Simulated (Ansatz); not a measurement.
Input:

ScSi:
```yaml
crystal:
  lattice:
    - [3.28211, 0.00000, 0.00000]
    - [0.00000, 3.28211, 0.00000]
    - [0.00000, 0.00000, 3.28211]
  atoms:
    - { symbol: Sc, position: [0.00000, 0.00000, 0.00000] }
    - { symbol: Si, position: [0.50000, 0.50000, 0.50000] }
```

This is the PBEsol-relaxed structure.

All from the program Ansatz at the PBEsol level (PAW), unless another level is named. Predict the electronic character.

metallic (no gap).

Give the formation energy from the elements (no fitted shifts).

-0.48 eV/atom.

What about the density of states at the Fermi level?

1.2 states/eV per atom (mean over ±0.08 eV).

Space group Pm-3m (CsCl type). The cell is a constructed one: a structure type filled with these elements; neither database checked (COD, Materials Project) lists it. Whether it is the stable phase at ambient conditions was not checked. The PBEsol relaxation kept the symmetry of its start. At this level the phase is mechanically unstable. No spin polarisation was allowed. The references are the lowest solids computed at this level, not always the standard phases.

Potentials: the later of the program's two PAW sets.
